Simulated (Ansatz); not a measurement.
MoS2 (3R-MoS2 type, space group R3m)

```
CELL_PARAMETERS angstrom
      1.57661     0.91026     5.99789
     -1.57661     0.91026     5.99789
      0.00000    -1.82051     5.99789
ATOMIC_POSITIONS crystal
  Mo 0.00002 0.00002 0.00002
  S  0.75353 0.75353 0.75353
  S  0.57975 0.57975 0.57975
```

In this cell atom 1 (Mo, nearest neighbour S at 2.399 Å; its periodic images, 3.2 Å or more away, move with it) is moved by s along Cartesian z, unit vector (0.000, 0.000, 1.000); all other atoms and the cell stay fixed.

The numbers are results of PBE-D3(BJ) (plane waves to 420 eV, PAW, scalar-relativistic; Ansatz, a quantum-chemistry and plane-wave program), not measurements. k mesh 10×10×10 (Γ-centred), Fermi-Dirac smearing 0.05 eV. Energies are smeared free energies. As the smearing reaches across the gap at some points, energies and forces of such displacements shift with the k mesh and the smearing. MoS2 is run without spin polarisation. MoS2 was relaxed with its symmetry unable to fall. The PAW data are Ansatz's earlier set. This is one of several known forms of MoS2; the measured ambient cells at hand have space group No. 194. The zero of ΔE is the undisplaced structure.

Successive frames, forces in eV/Å:

```
frame        ΔE (meV/cell)                F on Mo1                F on S2                 F on S3
-----------  -------------  ----------------------  ---------------------  ----------------------
s = 0.000 Å              0   (0.000, 0.000, 0.000)  (0.000, 0.000, 0.001)  (0.000, 0.000, -0.001)
s = 0.144 Å            312  (0.000, 0.000, -4.299)  (0.000, 0.000, 2.534)   (0.000, 0.000, 1.765)
s = 0.288 Å           1201  (0.000, 0.000, -7.661)  (0.000, 0.000, 5.125)   (0.000, 0.000, 2.536)
```

Task: What are the energy and the forces in the next frame, s = 0.432 Å?

Result: ΔE (meV/cell) = 2433.

```csv
atom,Fx,Fy,Fz
Mo1,0.000,0.000,-9.382
S2,0.000,0.000,6.835
S3,0.000,0.000,2.547
```

(A displaced cell: forces are minus the slopes of the energy, force constants its curvatures, and phonons follow from these.)
